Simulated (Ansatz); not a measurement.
The elements of this relaxed trial crystal are hidden behind letters.

```
lattice vectors (Å)
  -4.3295    4.3295    2.0882
   4.3295   -4.3295    2.0882
   4.3295    4.3295   -2.0882
fractional positions
X 0.3750 0.6250 0.7500
X 0.3750 0.1250 0.7500
X 0.3750 0.6250 0.2500
X 0.8750 0.6250 0.2500
Z 0.0000 0.0000 0.0000
Z 0.7500 0.2500 0.5000
```

These are results of DFT PBE, scalar-relativistic, plane waves, PAW in Ansatz, not measurements. The final run on the 6-atom cell used 420 eV, a Γ-centred 10×10×10 mesh, 0.10 eV smearing and no spin polarisation.

```
Space group                                 : I4_1/amd (No. 141)
Conventional cell                           : a = 8.659 Å, c = 4.176 Å
Volume per atom                             : 26.09 Å³
Density                                     : 5.53 g/cm³
Energy over the elements                    : +0.22 eV/atom
Gap on the 10×10×10 mesh of the 6-atom cell : 0 eV (a metal)
```

Energies are uncorrected and count from the elements' standard states at the same level.

Q: X is a p-block element of period 5 and Z is a p-block element of period 3. Which elements are they?

A: X = In, Z = P, so the formula is In2P. Density times volume gives a mean mass of 5.53 × 26.09/1.6605 = 86.9 u per atom, and this set has 86.9 u. Among the elements that the hints allow, noble gases aside, only these give it. In has 2 P at 2.67 Å, 4 In at 3.23 Å and 2 P at 3.39 Å; P is surrounded by 4 In at 2.67 Å and 4 In at 3.39 Å.

A structure relaxed within its symmetry needn't be a true minimum.
